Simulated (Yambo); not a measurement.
## Convergence of the G0W0 gap of RbScMo$_{2}$O$_{8}$

G0W0@PBEsol for RbScMo$_{2}$O$_{8}$ (space group P-3m1, No. 164) in Yambo. Reference settings: 3×3×2 Γ-centred k mesh, bands 4 to 260 and a 6 Ry block in the screening, 260 bands in G with the Bruneval-Gonze terminator, plasmon pole fitted at 27.2 eV. The PBEsol gap Γ → Γ on this mesh is 3.45 eV; G0W0 gaps are taken between the same points.

```csv
change from the reference,G0W0 gap Γ → Γ (eV),shift of the valence edge (eV)
reference settings,5.96,-0.76
"110 bands in W, 110 bands in G",6.11,-0.60
110 bands in G,6.00,-0.71
5 Ry block,5.96,-0.74
pole fitted at 55 eV,6.00,-0.82
"174 bands in G, no terminator",6.15,-0.40
```

The reference isn't shown to be the converged limit.

Spin-orbit splittings are left out.

Geometry of the Materials Project entry, not relaxed at this level; primitive cell a = b = 5.906 Å, c = 7.804 Å, α = β = 90.00°, γ = 120.00°.

The structure is a Materials Project entry; no match was found in the copy of COD used, and its stability was not checked.

A shift is the quasiparticle energy of the state minus its PBEsol energy.
